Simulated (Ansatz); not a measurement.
Consider the following.

MgH2:
```
MgH2
1.0
    4.42055     0.00000     0.00000
    0.00000     5.33941     0.00000
    0.00000     0.00000     4.84286
Mg H
4 8
Direct
  0.50000   0.83082   0.75000
  0.50000   0.16918   0.25000
  0.00000   0.66918   0.25000
  0.00000   0.33082   0.75000
  0.73034   0.89427   0.42106
  0.26966   0.10573   0.57894
  0.76966   0.60573   0.92106
  0.23034   0.39427   0.07894
  0.23034   0.60573   0.57894
  0.76966   0.39427   0.42106
  0.26966   0.89427   0.07894
  0.73034   0.10573   0.92106
```

This is the LDA-relaxed structure. x, y and z are the axes in which the lattice vectors are written.

Task: All from LDA in the plane-wave PAW code Ansatz, unless another level is named. Estimate the Born charges (a third of the trace).

Result: Mg +1.88, H -0.94 e.

Task: Predict the static dielectric constant ε0 (ions relaxed, cell fixed).

Result: 11.7 (xx), 11.2 (yy), 11.8 (zz).

Task: Predict the electronic dielectric constant ε∞ (DFPT).

Result: 4.33 (xx), 4.44 (yy), 4.44 (zz).

Space group Pbcn. The workflow started from a Materials Project entry (that database holds measured and hypothetical structures alike); the Crystallography Open Database copy checked does not list it. It is not the phase usual at ambient conditions (space group No. 136). The cell was relaxed with LDA under the symmetry of its start; phonons on a q-mesh show no instability.

Potentials: the later of the program's two PAW sets.
